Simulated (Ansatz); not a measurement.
Here is the system:

SnC:
```cif
data_CSn
_chemical_formula_sum 'Sn1 C1'
_space_group_name_H-M_alt 'Pm-3m'
_space_group_IT_number 221
_space_group_name_Hall '-P 4 2 3'
_cell_length_a 3.10390
_cell_length_b 3.10390
_cell_length_c 3.10390
_cell_angle_alpha 90.000
_cell_angle_beta 90.000
_cell_angle_gamma 90.000
loop_
_atom_site_label
_atom_site_type_symbol
_atom_site_symmetry_multiplicity
_atom_site_Wyckoff_symbol
_atom_site_fract_x
_atom_site_fract_y
_atom_site_fract_z
_atom_site_occupancy
Sn1 Sn 1 a 0.00000 0.00000 0.00000 1
C1 C 1 b 0.50000 0.50000 0.50000 1
```

This is the PBE-relaxed structure.

Q: All from the program Ansatz at the PBE level (PAW), unless another level is named. Give the electronic character.

A: metallic (no gap).

Q: Predict the density of states at the Fermi level.

A: 0.61 states/eV per atom (mean over ±0.08 eV).

Q: Next, the formation energy from the elements (no fitted shifts)?

A: 2.10 eV/atom.

Q: And the gap with spin–orbit coupling?

A: none (metallic).

A made-up cell: these elements were put on the sites of a structure type; neither database checked (COD, Materials Project) lists it. Its standing as an ambient phase is unchecked. Symmetry was held in the PBE relaxation; its stability against distortions is not shown here. The references are the lowest solids computed at this level, not always the standard phases. Spin–orbit coupling is left out wherever it is not named.

Potentials: the earlier of the program's two PAW sets.
